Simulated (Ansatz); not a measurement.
A crystal relaxed with r2SCAN+rVV10 in Ansatz 0.2.0 has space group R-3m:H (No. 166) and a = 4.392 Å, c = 31.353 Å.

```
atom  site       x       y       z
  Xx    6c  0.6667  0.3333  0.9350
  Te    6c  0.0000  0.0000  0.7864
  Te    3a  0.0000  0.0000  0.0000
```

The r2SCAN gap is direct at Γ: 0.69 eV. With HSE06 the gap is 0.83 eV and direct, at Γ. Meshes: r2SCAN 8×8×8, HSE06 4×4×4.

Task: Which element is Xx?
A. Sb
B. As
C. P
D. Bi

Result: D. Xx is Bi: a 5-atom cell of Bi2Te3 built on the tetradymite structure (relaxed group R-3m). Bi is surrounded by 6 Te at 3.06–3.25 Å; Te is surrounded by 3 Bi at 3.06 Å; Te is surrounded by 6 Bi at 3.25 Å.

The values are computed, spin-unpolarised, and not measurements.

Spin-orbit coupling is left out; in compounds of Pb, Bi, Tl or Hg it can lower a gap by up to about 1 eV, split its edges or invert the bands.
